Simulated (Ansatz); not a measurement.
One run on Tb (P63/mmc): spin–orbit coupling, moments along [001]

Level of theory: DFT, LDA, all-electron LAPW, Dirac equation with spin-orbit coupling (Ansatz).

Command: `ansatz run input.yaml --threads 3 --pin off --max-ram 6144MiB --backend cpu --events-out ev --progress --plain --runs-dir out`

The folder start holds the state saved by an earlier run of the same cell, from which the iterations begin.

```yaml
crystal:
  lattice:
    - [3.601, 0.0, 0.0]
    - [-1.8005, 3.118557479, 0.0]
    - [0.0, 0.0, 5.6936]
  atoms:
    - { symbol: Tb, position: [0.3333333333, 0.6666666667, 0.25], spin: 5.9, spin_axis: [0.0, 0.0, 1.0] }
    - { symbol: Tb, position: [0.6666666667, 0.3333333333, 0.75], spin: 5.9, spin_axis: [0.0, 0.0, 1.0] }
magnetization:
  noncollinear: true
  spin_orbit: true
kpoints:
  mp_grid: { grid: [9, 9, 5] }
scf:
  occupations: { method: fermi_dirac, width: 0.1 }
  convergence: { dr2_threshold: 1.0e-08 }
  max_iter: 60
hamiltonian:
  xc: lda
  pseudopotentials: { kind: all_electron, lapw: { basis_error: 0.00025 } }
output:
  eigenvalues: false
  hubbard: { sites: [{ species: Tb, l: f }] }
checkpoint:
  write: state
  compress: false
  write_every: 100000
  read: start
```

Log:

```
Warning: checkpoint.read: spin treatment differs: saved collinear, current noncollinear; the saved charge density seeds this run and the saved magnetisation is carried along the axis that this deck's starting moments share; the saved density holds an absolute magnetisation of 1.2e1 μB; saved orbitals and DFT+U occupations are not carried
settings of this run that can trade accuracy for cost: output.eigenvalues: false. Do not mix this run's numbers with those of runs without the same settings; the input reference describes each key
Tb: projections on atomic orbitals take those of the free atom 1s2 2s2 2p6 3s2 3p6 3d10 4s2 4p6 4d10 4f9 5s2 5p6 5d0 6s2, of charge +0.00 (hamiltonian.pseudopotentials.projection_atoms)
LAPW: plane waves up to 7.044 Å⁻¹, error target 2.5e-4 eV per atom; Dirac's equation on spinors; Tb in spheres of 1.763 Å, 29 of its electrons in bands (how accurate: hamiltonian.pseudopotentials.lapw.basis_error, Limitations)
band count auto-derived: 80 (N_el = 58.0; filled up to band 58; 70 by the electrons, moments and atoms)
Engine: ansatz 0.2.0
Pseudopotentials: kind: all_electron
Pseudopotential: Tb, LAPW, valence charge 29, lapw/all_electron/dirac/gaussian/Tb, Dirac's equation, gaussian nucleus
Functional definition: SPW92
  exchange = slater_x
  correlation = pw_c
Crystal: 2 atoms, lattice volume = 63.939 Å³
Basis set: ecut = 189.02826877071365 eV, 379 PW (Γ), exchange–correlation at level 2
Bands: 80, of which v1, the nominal top of the filled ones, is band 58 counted from 1 (57 counted from 0)
Symmetry: 12 space group operations + 12 with time reversal
Magnetic group: BNS 194.270 (UNI 1500), of the structure as read, at distance tolerance 4.0e-5 Å
k-points: 36 of 405 (time reversal used)
Non-local potential: Tb, projectors of the file, none
Initial density: read from a saved state, or passed on in memory by an earlier SCF of this step, an earlier step, the calling program or the single point that the run made first
Starting moments: Σ|m| = 11.8 μB on 2 of 2 sites; this step starts from the density that it was given
Initial wavefunctions: plane waves of lowest kinetic energy (no species holds an atomic orbital)
Functional: x = slater, c = lda
iter 1 solved again at ethr=7.74e-6 eV; its pass at ethr=1.00e-1 eV (dr2=4.49e-3 eV) is discarded
SCF iter   1: F=—  HF=-637319.255701 eV  |F-HF|=—  |Δ(HF+E_count)|=         —  Δρ=6.29e-3  dr2=4.41e-3  dr2_m=5.83e-3  ethr=7.74e-6  |M|=1.17e1 ∫|m|=1.17e1 μB  β_m=0.30  ⟨swp⟩=3.5  Hψ=19851  notcnv=0
the basis was enlarged: its passes take 17.8 MiB over the memory plan, 3 of 3 planned eigensolver slots
preconditioner: auto → Kerker (q_TF=auto, 2.684 Å⁻¹)  [metal: Δε(μ)=0.003 eV  Ē_g=10.845 eV  σ=0.100 eV  W_gap=0.01  n_scr=22 (ndim 8)  ℏωp=27.1 eV  f_vac=0.000  D(μ)=15.00/eV (n_scr^D=298)]
spin=Noncollinear: Kerker preconditioning applied to the charge; magnetization (m_x, m_y, m_z) channels mix plain (no charge-response kernel on spin).
SCF iter   2: F=—  HF=-637319.403613 eV  |F-HF|=—  |Δ(HF+E_count)|=   1.48e-1  Δρ=2.00e-2  dr2=6.57e-2  dr2_m=5.86e-2  ethr=7.61e-6  |M|=1.30e1 ∫|m|=1.31e1 μB  β_m=0.13  ⟨swp⟩=3.0  Hψ=10072  notcnv=0  recentre
SCF iter   3: F=—  HF=-637319.154363 eV  |F-HF|=—  |Δ(HF+E_count)|=   2.49e-1  Δρ=9.35e-3  dr2=7.16e-3  dr2_m=1.28e-2  ethr=7.61e-6  |M|=1.15e1 ∫|m|=1.15e1 μB  β_m=0.08  ⟨swp⟩=3.0  Hψ=10261  notcnv=0
iter 4 solved again at ethr=6.41e-8 eV; its pass at ethr=7.61e-6 eV (dr2=3.72e-5 eV) is discarded
SCF iter   4: F=—  HF=-637319.055420 eV  |F-HF|=—  |Δ(HF+E_count)|=   9.89e-2  Δρ=1.32e-3  dr2=3.72e-5  dr2_m=2.67e-4  ethr=6.41e-8  |M|=1.19e1 ∫|m|=1.19e1 μB  β_m=0.06  ⟨swp⟩=2.2  Hψ=15042  notcnv=0
SCF iter   5: F=—  HF=-637319.003792 eV  |F-HF|=—  |Δ(HF+E_count)|=   5.16e-2  Δρ=6.29e-4  dr2=5.37e-5  dr2_m=6.45e-5  ethr=6.41e-8  |M|=1.20e1 ∫|m|=1.20e1 μB  β_m=0.14  ⟨swp⟩=2.9  Hψ=9084  notcnv=0
SCF iter   6: F=—  HF=-637318.941816 eV  |F-HF|=—  |Δ(HF+E_count)|=   6.20e-2  Δρ=1.27e-3  dr2=1.18e-4  dr2_m=2.36e-4  ethr=6.41e-8  |M|=1.19e1 ∫|m|=1.19e1 μB  β_m=0.59  ⟨swp⟩=3.0  Hψ=9753  notcnv=0
SCF iter   7: F=—  HF=-637318.944855 eV  |F-HF|=—  |Δ(HF+E_count)|=   3.04e-3  Δρ=2.80e-3  dr2=9.32e-4  dr2_m=1.15e-3  ethr=6.41e-8  |M|=1.18e1 ∫|m|=1.18e1 μB  β_m=0.71  ⟨swp⟩=3.0  Hψ=9591  notcnv=0  recentre
SCF iter   8: F=—  HF=-637318.940131 eV  |F-HF|=—  |Δ(HF+E_count)|=   4.72e-3  Δρ=9.15e-5  dr2=7.54e-7  dr2_m=1.24e-6  ethr=6.41e-8  |M|=1.19e1 ∫|m|=1.19e1 μB  β_m=0.71  ⟨swp⟩=3.0  Hψ=10186  notcnv=0
SCF iter   9: F=—  HF=-637318.940167 eV  |F-HF|=—  |Δ(HF+E_count)|=   3.62e-5  Δρ=1.99e-4  dr2=1.49e-6  dr2_m=5.80e-6  ethr=1.30e-9  |M|=1.20e1 ∫|m|=1.20e1 μB  β_m=0.71  ⟨swp⟩=3.0  Hψ=9519  notcnv=0
[...]
SCF iter  14: F=—  HF=-637318.940170 eV  |F-HF|=—  |Δ(HF+E_count)|=   1.10e-7  Δρ=9.02e-7  dr2=2.18e-10  dr2_m=1.19e-10  ethr=7.72e-12 (applied; sched 1.70e-12)  |M|=1.20e1 ∫|m|=1.20e1 μB  β_m=0.82  ⟨swp⟩=2.0  Hψ=9033  notcnv=0
iter 15 did not close the SCF: its close was put off for a basis of augmented plane waves that was refined there (scf_convergence_deferred on its scf_iter line)
SCF iter  15: F=-637318.940170 eV  HF=-637318.940170 eV  |F-HF|=1.40e-9  |Δ(HF+E_count)|=   7.81e-8  Δρ=8.49e-8  dr2=2.27e-12  dr2_m=1.06e-12  ethr=7.72e-12 (applied; sched 1.00e-12)  |M|=1.20e1 ∫|m|=1.20e1 μB  β_m=0.91  ⟨swp⟩=2.0  Hψ=9033  notcnv=0
SCF iter  16: F=—  HF=-637318.953243 eV  |F-HF|=—  |Δ(HF+E_count)|=         —  Δρ=6.16e-6  dr2=4.54e-10  dr2_m=5.56e-9  ethr=7.72e-12 (applied; sched 1.00e-12)  |M|=1.20e1 ∫|m|=1.20e1 μB  β_m=0.91  ⟨swp⟩=2.0  Hψ=9033  notcnv=0
the basis was enlarged: its passes take 33.9 MiB over the memory plan, 3 of 3 planned eigensolver slots
SCF iter  17: F=—  HF=-637318.953269 eV  |F-HF|=—  |Δ(HF+E_count)|=   2.62e-5  Δρ=9.81e-5  dr2=1.46e-6  dr2_m=1.41e-6  ethr=1.01e-11 (applied; sched 1.00e-12)  |M|=1.20e1 ∫|m|=1.20e1 μB  β_m=0.95  ⟨swp⟩=4.0  Hψ=11417  notcnv=0
SCF iter  18: F=—  HF=-637318.953310 eV  |F-HF|=—  |Δ(HF+E_count)|=   4.08e-5  Δρ=8.87e-5  dr2=3.95e-6  dr2_m=1.15e-6  ethr=1.01e-11 (applied; sched 1.00e-12)  |M|=1.20e1 ∫|m|=1.20e1 μB  β_m=0.63  ⟨swp⟩=4.0  Hψ=11550  notcnv=0
SCF iter  19: F=—  HF=-637318.953260 eV  |F-HF|=—  |Δ(HF+E_count)|=   5.00e-5  Δρ=6.76e-5  dr2=4.22e-7  dr2_m=6.69e-7  ethr=9.52e-12 (applied; sched 1.00e-12)  |M|=1.20e1 ∫|m|=1.20e1 μB  β_m=0.55  ⟨swp⟩=3.8  Hψ=10845  notcnv=0
SCF iter  20: F=—  HF=-637318.953258 eV  |F-HF|=—  |Δ(HF+E_count)|=   1.94e-6  Δρ=6.68e-5  dr2=4.52e-7  dr2_m=6.55e-7  ethr=8.88e-12 (applied; sched 1.00e-12)  |M|=1.20e1 ∫|m|=1.20e1 μB  β_m=0.78  ⟨swp⟩=3.7  Hψ=10334  notcnv=0
SCF iter  21: F=—  HF=-637318.953257 eV  |F-HF|=—  |Δ(HF+E_count)|=   5.17e-7  Δρ=5.34e-5  dr2=3.12e-7  dr2_m=4.18e-7  ethr=8.36e-12 (applied; sched 1.00e-12)  |M|=1.20e1 ∫|m|=1.20e1 μB  β_m=0.89  ⟨swp⟩=3.0  Hψ=9642  notcnv=0
SCF iter  22: F=—  HF=-637318.953256 eV  |F-HF|=—  |Δ(HF+E_count)|=   1.15e-6  Δρ=1.50e-6  dr2=2.26e-9  dr2_m=1.30e-10  ethr=9.12e-12 (applied; sched 1.00e-12)  |M|=1.20e1 ∫|m|=1.20e1 μB  β_m=0.94  ⟨swp⟩=3.1  Hψ=10628  notcnv=0
SCF iter  23: F=—  HF=-637318.953256 eV  |F-HF|=—  |Δ(HF+E_count)|=  3.49e-10  Δρ=1.79e-6  dr2=1.74e-10  dr2_m=4.70e-10  ethr=7.72e-12 (applied; sched 1.00e-12)  |M|=1.20e1 ∫|m|=1.20e1 μB  β_m=0.97  ⟨swp⟩=2.0  Hψ=9033  notcnv=0
SCF iter  24: F=—  HF=-637318.953256 eV  |F-HF|=—  |Δ(HF+E_count)|=   1.16e-9  Δρ=7.78e-7  dr2=2.97e-11  dr2_m=8.86e-11  ethr=7.72e-12 (applied; sched 1.00e-12)  |M|=1.20e1 ∫|m|=1.20e1 μB  β_m=0.97  ⟨swp⟩=2.0  Hψ=9033  notcnv=0
SCF iter  25: F=-637318.953256 eV  HF=-637318.953256 eV  |F-HF|=2.33e-10  |Δ(HF+E_count)|=   1.16e-9  Δρ=6.02e-8  dr2=4.01e-12  dr2_m=1.39e-13  ethr=7.72e-12 (applied; sched 1.00e-12)  |M|=1.20e1 ∫|m|=1.20e1 μB  ⟨swp⟩=2.0  Hψ=9033  notcnv=0
SCF 1 converged in 25 iterations: F = -637318.953256 eV  dr2 = 4.01e-12
WARN: this state was not checked for a lower one beside it: the run's test of it (scf.lower_state_search) could not run behind this SCF: none is made under non-collinear spin (noncollinear)
SCF converged after 25 iterations
Magnetization: |M| = 11.9579 μB,  M = (-0.0000, -0.0000, +11.9579) μB
Absolute magnetization: 11.9591 μB (∫|m|)
  site 0: m = (-0.0000, -0.0000, +5.9166) μB, |m| = 5.9166 μB  (R = 1.76 Å)
  site 1: m = (-0.0000, +0.0000, +5.9166) μB, |m| = 5.9166 μB  (R = 1.76 Å)
Free energy (F): -637318.953256 eV
Harris-Foulkes:  -637318.953256 eV  (|F-HF|=2.33e-10)
Internal energy: -637318.443651 eV  (E = F + TS)
E sigma→0 (E₀):  -637318.698454 eV
Entropy (-TS):   -0.509605 eV (-254.803 meV/atom)
Fermi energy:    14.184402 eV
--- Per-component energies (eV) ---
  E_band       = -2593.495192
  E_kinetic    = 696719.098875
  E_xc         = -13584.368539
  E_electrostatic = -1320453.173987  (all electrons and nuclei)
  E_smearing   = -0.509605  (= −TS)
  E_closure    = 0.000000  (closes the sum)
  E_atoms      = -637301.458456  (free atoms, spherical and without spin; not in F)
  Σ components = -637318.953256   (vs F -637318.953256, Δ=0.00e0)
  Basis errors (estimates in eV, not in F): energy 5.6e-5 per atom: plane waves 4.7e-5 (2.4e-5 summed), levels above the bands 3.7e-15, relativity 1.4e-9, radial functions 8.4e-6, core shells 3.4e-7; eigenvalues (radial functions only) 2.4e-7; not estimated: angular momenta, meshes, grids; target (lapw.basis_error) 2.5e-4; muffin-tin radii Tb 1.763 Å
--- Occupation matrices: 2 shells (Löwdin-built; ε = 2.00e-2, provisional) ---
  Tb0 f_4F: site group D3h (-6m2)
  Tb0 f_4F spinor Tr n = 8.2465  λ = 0.016 0.038 0.039 0.161 0.238 0.375 0.407 0.996 0.996 0.996 0.996 0.996 0.996 0.997  [x(x2-3y2) 0.59 E1/2(1.00) | 2× z(x2-y2) 0.25 E1/2(0.50) | xz2 0.49 E5/2(1.00) | z3 0.99 E5/2(1.00) | z(x2-y2) 0.50 E3/2(1.00) | y(3x2-y2) 0.59 E1/2(1.00) | 7× x(x2-3y2) 0.14 E1/2(0.43)]
  Tb1 f_4F: site group D3h (-6m2)
  Tb1 f_4F spinor Tr n = 8.2465  λ = 0.016 0.038 0.039 0.161 0.238 0.375 0.407 0.996 0.996 0.996 0.996 0.996 0.996 0.997  [x(x2-3y2) 0.59 E1/2(1.00) | 2× z(x2-y2) 0.25 E1/2(0.50) | xz2 0.49 E5/2(1.00) | z3 0.99 E5/2(1.00) | z(x2-y2) 0.50 E3/2(1.00) | y(3x2-y2) 0.59 E1/2(1.00) | 7× x(x2-3y2) 0.14 E1/2(0.43)]
  Tr n, λ and their labels are of the run-group-symmetrised matrices; stabiliser: 24 of 48 elements of G0×{1,Θ} (closed), max defect 6.1e-15 at τ = 4.2e-3
settings of this run that can trade accuracy for cost: output.eigenvalues: false. Do not mix this run's numbers with those of runs without the same settings; the input reference describes each key
```

Site moments (μB): Tb1 (0.00, 0.00, 5.92); Tb2 (0.00, 0.00, 5.92). Cell moment 11.96 μB.

Without U a semilocal functional puts the f levels too near the Fermi level, which can change moments and the order of magnetic states; site and cell moments are spin moments. In at least one run the program's final test of stability wasn't made or came to no verdict. With open f shells a run can end in a state that isn't the lowest. The state reached may lie above the lowest one, so it isn't offered as the ground state. These are results for the start and cell typed. The real compound can order otherwise, in a larger cell, or not at all, since semilocal functionals at zero temperature often overstate magnetism.

It took 2.1 min on 3 threads of Arm Neoverse V2 (shared host), peak memory 0.93 GiB.
